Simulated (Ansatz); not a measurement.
K (bcc (W type)), relaxed and computed with several functionals in Ansatz (plane waves, PAW).

```tsv
functional	a (Å)
r²SCAN+D4	5.324
PBEsol	5.213
r²SCAN	5.346
PBE+D3(BJ)	5.161
PBE	5.282
```

All cells were relaxed under the symmetry of their starts (and spin orders); stability against distortions was not tested throughout.

Potentials: the earlier of the program's two PAW sets. The files were generated under PBE; for other functionals the program regenerates the frozen cores, and for LDA and PBEsol the local potential too.

Ansatz (a first-principles code) is a plane-wave DFT program.
